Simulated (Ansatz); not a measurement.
**BiTe (CsCl-type structure)**

Computed with Ansatz (plane waves, PAW, 500 eV cutoff): r²SCAN, scalar-relativistic, no spin polarisation, Γ-centred 10×10×10 mesh, 0.05 eV Gaussian smearing. The datasets are Ansatz's generated set soft_2.

```
Bi Te
1.0
     3.90413    0.00000    0.00000
     0.00000    3.90413    0.00000
     0.00000    0.00000    3.90413
Bi Te
1 1
Direct
  0.00000 0.00000 0.00000
  0.50000 0.50000 0.50000
```

This is a trial structure; measured cells of the compound in the Crystallography Open Database are in space groups P-3m1, Fm-3m (rock salt).

The cell is relaxed to zero pressure at this level.

The cell has space group Pm-3m (read at 0.01 Å). In it the stress is 0.00, 0.00, 0.00, 0.00, 0.00, 0.00 GPa and the largest force component 0.000 eV/Å. Each change below starts from this cell, without further relaxation. Stress is in GPa, positive in compression, in the order xx, yy, zz, yz, xz, xy; energies are counted from the cell above and are free energies with the smearing's entropy, which match forces and stress in a metal.

Problem. What happens when atom 2 (Te) is moved by 0.12 Å along z?

Solution. The energy changes by -3.1 meV per cell, and the force on it along the shift is 0.0427 eV/Å (−F/u = -0.36 eV/Å²). Stress: 0.11, 0.11, 0.37, 0.00, 0.00, 0.00.
```tsv
atom	Fx (eV/Å)	Fy	Fz
Bi1	0.000	0.000	-0.043
Te2	0.000	0.000	0.043
```

Problem. What stress follows from an engineering strain of -1 % in xx, atoms carried along?

Solution. 1.23, 0.32, 0.32, 0.00, 0.00, 0.00 GPa; the energy changes by 2.3 meV per cell.
The change of the stress over the strain gives a clamped-atom stiffness of about 123 GPa for this component, a secant value that lies under the elastic constant in tension and over it in compression, by several per cent for each per cent of strain.
In a harmonic crystal the energy would rise by V(½Cε² − σ₀ε), with σ₀ the stress of the unstrained cell, = 2.3 meV, which matches.

Problem. All atoms and the cell are disturbed at random:
```
CELL_PARAMETERS angstrom
3.87827 -0.04324 0.01409
-0.04324 3.91070 0.00081
0.01409 0.00081 3.88757
ATOMIC_POSITIONS crystal
Bi 0.99330 0.00049 0.00157
Te 0.50670 0.49951 0.49843
```
Give the energy change, the stress and the forces.

Solution. 2.0 meV per cell; stress 1.01, 0.22, 0.74, 0.08, -0.02, 0.24 GPa.
```
atom  Fx (eV/Å)      Fy      Fz
 Bi1     -0.018   0.009   0.002
 Te2      0.018  -0.009  -0.002
```

Scalar-relativistic only: spin–orbit splittings of the heavy atoms' levels are missing. The cell is a metal with an odd number of electrons, and spin polarisation wasn't tried. A displaced or strained copy of the relaxed cell lay 1.6 meV/atom lower, so the structure isn't a true minimum at this level, unless the mesh, which matters in a metal, makes it so.
